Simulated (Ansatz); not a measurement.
CoSi2 (fluorite type, space group Fm-3m)

```yaml
crystal:
  lattice:
    - [0.00000, 2.65746, 2.65746]
    - [2.65746, 0.00000, 2.65746]
    - [2.65746, 2.65746, 0.00000]
  atoms:
    - { symbol: Co, position: [0.00000, 0.00000, 0.00000] }
    - { symbol: Si, position: [0.25000, 0.25000, 0.25000] }
    - { symbol: Si, position: [0.75000, 0.75000, 0.75000] }
```

In each cell atom 1 (Co, nearest neighbour Si at 2.301 Å; its periodic images, 3.8 Å or more away, move with it) moves by s·(0.000, 0.000, 1.000) (along Cartesian z), the rest being held.

These are r2SCAN (plane waves to 500 eV, PAW, scalar-relativistic; Ansatz, an electronic-structure program) values and carry that method's errors. k mesh 12×12×12 (Γ-centred), Fermi-Dirac smearing 0.05 eV. E stands for the smeared free energy. With partly filled bands, energies and forces of such displacements shift with the k mesh and the smearing. CoSi2 is run without spin polarisation. CoSi2 was relaxed with its symmetry unable to fall. ΔE is measured from the undisplaced structure. The last digit holds for this mesh only.

```
s (Å)   ΔE (meV/cell)
------  -------------
-0.690         2873.2
-0.552         1908.0
-0.414         1093.8
-0.276          488.3
-0.138       withheld
0.000             0.0
0.138        withheld
0.276           488.3
0.414          1093.8
0.552          1908.0
0.690          2873.2
```

### Question
Fit an even polynomial form (powers 2, 4, 6) to the given rows and predict ΔE at s = -0.138.

### Answer
Least squares on the 9 given rows: ΔE = (6439)·s² + (-92.79)·s⁴ + (-1588)·s⁶, in meV/cell with s in Å; root-mean-square residual 0.66 meV/cell. At -0.138 the fit gives 122.6 meV/cell; the calculation gives 121.9 meV/cell, so the interpolation is off by 0.7 (+0.6 %). The quadratic term alone would give 122.6 meV/cell.

(For displaced atoms, the force is minus the slope of the energy, and its curvature is a force constant, which sets phonon frequencies.)
